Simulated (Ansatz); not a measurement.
Consider the following.

CoO:
```cif
data_Co2O2
_chemical_formula_sum 'Co2 O2'
_space_group_name_H-M_alt 'P 1'
_space_group_IT_number 1
_cell_length_a 2.92239
_cell_length_b 2.92239
_cell_length_c 5.10780
_cell_angle_alpha 90.000
_cell_angle_beta 90.000
_cell_angle_gamma 120.000
loop_
_space_group_symop_operation_xyz
  'x, y, z'
loop_
_atom_site_label
_atom_site_type_symbol
_atom_site_fract_x
_atom_site_fract_y
_atom_site_fract_z
_atom_site_occupancy
Co1 Co 0.00000 0.00000 0.00000 1
Co2 Co 0.00000 0.00000 0.50000 1
O1 O 0.33333 0.66667 0.25000 1
O2 O 0.66667 0.33333 0.75000 1
```
The run is spin-polarised.

This is the r²SCAN-relaxed structure.

Question: All from r²SCAN in the plane-wave PAW code Ansatz, unless another level is named. Give the magnetic order.

Answer: antiferromagnetic.

Question: What about the Bader charges?

Answer: Co +1.28, O -1.28 e.

Space group P6_3/mmc (NiAs type). The start of the workflow was typed in or built on a structure type; neither database checked (COD, Materials Project) lists it. It is not the phase usual at ambient conditions (space group No. 225). The r²SCAN relaxation kept the symmetry of its start, as lowered by the spin order; whether a distortion lowers the energy is not shown. Magnetic state: antiferromagnetic, chosen from 3 collinear starts compared on coarse meshes (ties went to the first, and starts can fall back to one state), not a proven ground state. Other orbital occupations within this spin state were not tried. No Hubbard U is applied.

Potentials: the later of the program's two PAW sets.
